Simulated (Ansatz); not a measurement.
SrAlO2F:
Space group P4/mmm (No. 123); a = b = 3.779 Å, c = 3.821 Å, α = β = γ = 90.00°

| atom | site | symmetry | x | y | z |
|---|---|---|---|---|---|
| Sr | 1d | 4/mmm | 0.5000 | 0.5000 | 0.5000 |
| Al | 1a | 4/mmm | 0.0000 | 0.0000 | 0.0000 |
| O | 2f | mmm. | 0.0000 | 0.5000 | 0.0000 |
| F | 1b | 4/mmm | 0.0000 | 0.0000 | 0.5000 |

Relaxed at zero pressure with r²SCAN (plane waves, PAW; program Ansatz).

Question: The volume is raised by 9 % and shape and atoms relax at that volume. What pressure results, and how do the axes share the change?

Answer: -11.6 GPa; a 2.5 %, b 2.5 %, c 3.8 %; the energy rises by 38 meV/atom.

Question: Give the new structure.

Answer: 
Space group P4/mmm (No. 123); a = b = 3.8727 Å, c = 3.9651 Å, α = β = γ = 90.00°

```tsv
atom	site	symmetry	x	y	z
Sr	1d	4/mmm	0.5000	0.5000	0.5000
Al	1a	4/mmm	0.0000	0.0000	0.0000
O	2f	mmm.	0.0000	0.5000	0.0000
F	1b	4/mmm	0.0000	0.0000	0.5000
```

The phase is kept; no other phase was compared at this pressure.

The start of the workflow was typed in or built on a structure type; neither database checked (COD, Materials Project) lists it. Whether it is the stable phase at ambient conditions was not checked. The r²SCAN relaxation kept the symmetry of its start; its stability against distortions is not shown here.

Potentials: the earlier of the program's two PAW sets. The files were generated under PBE; for other functionals the program regenerates the frozen cores, and for LDA and PBEsol the local potential too.
